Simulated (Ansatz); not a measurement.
BN (zinc blende)

```
CELL_PARAMETERS angstrom
      0.00000     3.62409     3.62409
      1.81205     0.00000     1.81205
      1.81205     1.81205     0.00000
ATOMIC_POSITIONS crystal
  N  0.37500 0.75000 0.75000
  N  0.87500 0.75000 0.75000
  B  0.00000 0.00000 0.00000
  B  0.50000 0.00000 0.00000
```

The atoms are displaced by Q × the pattern below (from a DFPT mode at L = (0.5, 0.0, 0.0), largest move 1; Q in Å), at fixed cell. (q is in reciprocal vectors of the primitive cell; the cell shown is doubled to hold the pattern.)

```csv
atom,x,y,z
N1,-0.577,0.577,0.577
N2,0.577,-0.577,-0.577
B3,0.333,-0.333,-0.333
B4,-0.333,0.333,0.333
```

Calculation: PBE (plane waves to 420 eV, PAW, scalar-relativistic; Ansatz, a quantum-chemistry and plane-wave program). k mesh 8×16×16 (Γ-centred), Fermi-Dirac smearing 0.05 eV. Energies are smeared free energies. Left out: 2 of 13 points, with atoms too close for the PAW data. BN was relaxed with its symmetry unable to fall. The PAW data are Ansatz's earlier set. ΔE is measured from the undisplaced structure.

What ΔE (eV/cell) and −dE/dQ from forces (eV/Å) does the calculation give at Q (Å) = -0.233, -0.140, -0.047, 0.047, 0.093, 0.140, 0.187, 0.233?


| Q (Å) | ΔE (eV/cell) | −dE/dQ from forces (eV/Å) |
|---|---|---|
| -0.233 | 4.034 | 42.435 |
| -0.140 | 1.254 | 19.410 |
| -0.047 | 0.129 | 5.595 |
| 0.047 | 0.129 | -5.595 |
| 0.093 | 0.532 | -11.828 |
| 0.140 | 1.254 | -19.410 |
| 0.187 | 2.378 | -29.218 |
| 0.233 | 4.034 | -42.435 |

(A displaced cell: forces are minus the slopes of the energy, force constants its curvatures, and phonons follow from these.)
